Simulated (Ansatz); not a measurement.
## Clamped-ion strain scan in Mo

The calculation used Ansatz 0.2.0, DFT r2SCAN, scalar-relativistic, plane waves, PAW. Cutoff 500 eV, Γ-centred 26×26×26 k-points, Gaussian smearing of 0.15 eV. No spin polarisation. Energies are free energies at this smearing, counted from the undisturbed cell; pressure is positive in compression.

Zero of the scan (relaxed at this level; with this scan's settings it stands at 0.1 GPa):

```
Mo
1.0
    -1.57521    1.57521    1.57521
     1.57521   -1.57521    1.57521
     1.57521    1.57521   -1.57521
Mo
1
Direct
  0.00000 0.00000 0.00000
```

The cell is strained by ε times the Voigt pattern (0, 0, 0, 0, 1, 0) (xx, yy, zz, yz, xz, xy; engineering shear) with fractional coordinates fixed. The cell is metallic on the mesh throughout.

```
      ε  ΔE (meV/atom) stress summed along the pattern (GPa, tension positive) pressure (GPa)
-0.0200            2.1                                                    -2.18             0.2
-0.0100            0.5                                                    -1.10             0.1
 0.0000            0.0                                                     0.00             0.1
 0.0050            0.1                                                     0.55             0.1
 0.0150            1.2                                                     1.64             0.1
 0.0175            1.6                                                     1.91             0.1
```

By symmetry 0.0200 repeats -0.0200, -0.0150 repeats 0.0150, 0.0100 repeats -0.0100, -0.0050 repeats 0.0050 in energy, with the opposite slope along the path.

Cost: 6 runs of about 9.1 core-minutes in all, on Intel Xeon Processor @ 2.50GHz (Skylake/Cascade Lake) (shared hosts).